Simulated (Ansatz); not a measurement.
Ti6O in space group P-31m (No. 162; Ti on 6k, O on 1a) at seven volumes, DFT-r²SCAN in the program Ansatz with PAW potentials, shape and atoms relaxed at each. One row is withheld.

```
V (Å³/atom)  P (GPa)
-----------  -------
13.857         15.94
14.314          9.85
14.771          4.57
15.228          0.00
15.685         -3.96
16.142             ?
16.598        -10.32
```

Task: Fit the shown pressures and predict the withheld one.

Result: Third-order Birch–Murnaghan: P = (3/2)B₀(x^(7/2) − x^(5/2))[1 + (3/4)(B′ − 4)(x − 1)] with x = (V₀/V)^(2/3). Least squares on the six rows gives V₀ = 15.228 Å³/atom, B₀ = 141.3 GPa, B′ = 3.80. At V = 16.142, x = 0.9619 and P = -7.37 GPa. The run itself gave -7.37 GPa.

The workflow started from a Materials Project entry (that database holds measured and hypothetical structures alike); the Crystallography Open Database files this formula in space group No. 162, but the cells were not matched. Its standing as an ambient phase is unchecked. The cell was relaxed with r²SCAN under the symmetry of its start; its stability against distortions is not shown here. No spin polarisation was allowed.

Potentials: the later of the program's two PAW sets.
